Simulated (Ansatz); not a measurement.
Starting cell, ZnO (wurtzite):

```xyz
4
Lattice="3.2352 0.0000 0.0000 -1.6176 2.8018 0.0000 0.0000 0.0000 5.2114" Properties=species:S:1:pos:R:3 pbc="T T T"
Zn     1.6176     0.9339     0.0126
Zn     0.0000     1.8678     2.6183
O      1.6176     0.9339     3.2456
O      0.0000     1.8678     0.6399
```

In each cell atom 3 (O, nearest neighbour Zn at 1.970 Å; its periodic images, 3.2 Å or more away, move with it) moves by s·(1.000, 0.000, 0.000) (along Cartesian x), the rest being held.

Computed with r2SCAN (plane waves to 500 eV, PAW, scalar-relativistic; Ansatz, a first-principles code). k mesh 9×9×5 (Γ-centred), Fermi-Dirac smearing 0.05 eV. The energy includes the smearing's −TS. F⊥ is the part of the force across the line. ZnO was relaxed with its symmetry unable to fall. The zero of ΔE is the undisplaced structure.

Problem. What ΔE (meV/cell) and |F⊥| (eV/Å) does the calculation give at s (Å) = -0.590, -0.472, -0.118, 0.118, 0.236, 0.354?

Solution. 
```tsv
s (Å)	ΔE (meV/cell)	|F⊥| (eV/Å)
-0.590	2134	9.897
-0.472	1219	5.767
-0.118	60	0.303
0.118	60	0.303
0.236	252	1.257
0.354	618	3.002
```

(A displaced cell: forces are minus the slopes of the energy, force constants its curvatures, and phonons follow from these.)
